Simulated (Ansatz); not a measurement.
Relaxed CdTe (zinc blende):

```yaml
crystal:
  lattice:
    - [0.00000, 3.30902, 3.30902]
    - [3.30902, 0.00000, 3.30902]
    - [3.30902, 3.30902, 0.00000]
  atoms:
    - { symbol: Te, position: [0.75000, 0.75000, 0.75000] }
    - { symbol: Cd, position: [0.00000, 0.00000, 0.00000] }
```

Scan: atom 2 (Cd, nearest neighbour Te at 2.866 Å; its periodic images, 4.7 Å or more away, move with it) is displaced along Cartesian x, direction (1.000, 0.000, 0.000) in Cartesian axes, by s. The other atoms stay.

These are PBE (plane waves to 420 eV, PAW, scalar-relativistic; Ansatz, a quantum-chemistry and plane-wave program) values and carry that method's errors. k mesh 7×7×7 (Γ-centred), Fermi-Dirac smearing 0.05 eV. The energy includes the smearing's −TS. CdTe was relaxed with its symmetry unable to fall. Spin-orbit coupling is left out, though Te is heavy. The zero of ΔE is the undisplaced structure.

Successive frames, forces in eV/Å:

```tsv
frame	ΔE (meV/cell)	F on Te1	F on Cd2
s = 0.688 Å	803	(2.124, 0.000, 0.000)	(-2.124, 0.000, 0.000)
s = 0.516 Å	470	(1.728, 0.000, 0.000)	(-1.728, 0.000, 0.000)
s = 0.344 Å	215	(1.221, 0.000, 0.000)	(-1.221, 0.000, 0.000)
```

**Question.** What are the energy and the forces in the next frame, s = 0.172 Å?

**Answer.** ΔE (meV/cell) = 55.

```json
[
 {"atom": "Te1", "Fx": "0.633", "Fy": "0.000", "Fz": "0.000"},
 {"atom": "Cd2", "Fx": "-0.633", "Fy": "0.000", "Fz": "0.000"}
]
```

(For displaced atoms, the force is minus the slope of the energy, and its curvature is a force constant, which sets phonon frequencies.)
